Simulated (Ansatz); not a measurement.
Method: Ansatz 0.2.0, DFT PBE, scalar-relativistic, plane waves, PAW. All cells share a 420 eV cutoff and Γ-centred k meshes spaced at most about 0.3 Å⁻¹ (about 0.25 or finer for metals, 2π included). No spin polarisation in the final relaxations.

These are static total energies at zero pressure.

Two relaxed structures of Si₃F₄:

1.

```xyz
7
Lattice="0.0000 3.8251 3.8251 3.8251 0.0000 3.8251 3.8251 3.8251 0.0000" Properties=species:S:1:pos:R:3 pbc="T T T"
Si    5.7377    5.7377    5.7377
Si    0.0000    0.0000    0.0000
Si    3.8251    3.8251    3.8251
F     0.9133    2.9119    2.9119
F     2.9119    0.9133    2.9119
F     2.9119    2.9119    0.9133
F     0.9133    0.9133    0.9133
```

2.

```xyz
7
Lattice="5.3458 0.0000 0.0000 -2.6729 4.6296 0.0000 0.0000 0.0000 3.8330" Properties=species:S:1:pos:R:3 pbc="T T T"
Si    2.6729    0.0000    1.9165
Si   -1.3365    2.3148    1.9165
Si    1.3365    2.3148    1.9165
F     0.0000    0.0000    1.9165
F     2.6729    0.0000    0.0000
F    -1.3365    2.3148    0.0000
F     1.3365    2.3148    0.0000
```

Question: Which would you expect to be lower, and how large is the difference?

Answer: Cell 1 is lower, by 49 meV/atom. Cell 1 has space group F-43m (No. 216), 16.0 Å³/atom and no gap on its mesh; cell 2 has space group P6/mmm (No. 191), 13.6 Å³/atom and no gap. Counting F atoms around Si (those within 1.25 times the shortest such distance or 1.15 times the sum of covalent radii, 1.27 where that leaves under three; the shortest distance is added where it exceeds 1.18 times the sum of covalent radii; a slash parts the counts of unlike sites), cell 1 has Si 4/12 from 3.2 Å and cell 2 has Si 2. The lower one is the more open, so pressure narrows the difference. Both come from invented guesses.

The zero gap of F-43m may come from the functional, which often closes small gaps, or the cell may be a true semimetal. Cells relaxed within their symmetry can be saddle points.
